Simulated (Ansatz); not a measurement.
Problem. Each is relaxed and computed with the program Ansatz at the PBEsol level (PAW). Which is the only metal?
(A) Zr2C, P4/nmm (Zr on 2a, Zr on 2c, C on 2c)
(B) SiC, P6_422 (Si on 3c, C on 3d)
(C) CaZrN2, R-3m (Ca on 3a, Zr on 3b, N on 6c)
(D) AlSiCN, P3m1 (Al on 1b, Si on 1c, C on 1b, N on 1c)

Solution. A, Zr2C, P4/nmm (Zr on 2a, Zr on 2c, C on 2c). Zr2C: metal; AlSiCN: gap 3.26 eV (indirect); SiC: gap 0.77 eV (indirect); CaZrN2: gap 0.37 eV (indirect). Constructed cells (a structure type filled with these elements, in neither database checked): Zr2C, P4/nmm (Zr on 2a, Zr on 2c, C on 2c). Typed or built starts, not in the databases checked: SiC, P6_422 (Si on 3c, C on 3d). Not the usual ambient phase: SiC, P6_422 (Si on 3c, C on 3d). Standing as an ambient phase not checked: AlSiCN, P3m1 (Al on 1b, Si on 1c, C on 1b, N on 1c); CaZrN2, R-3m (Ca on 3a, Zr on 3b, N on 6c). All cells were relaxed under the symmetry of their starts (and spin orders); stability against distortions was not tested throughout. Rows with no word on spin ran without spin polarisation. Scalar-relativistic: spin–orbit coupling is off unless named, which matters more the heavier the elements.

Potentials: the later of the program's two PAW sets.
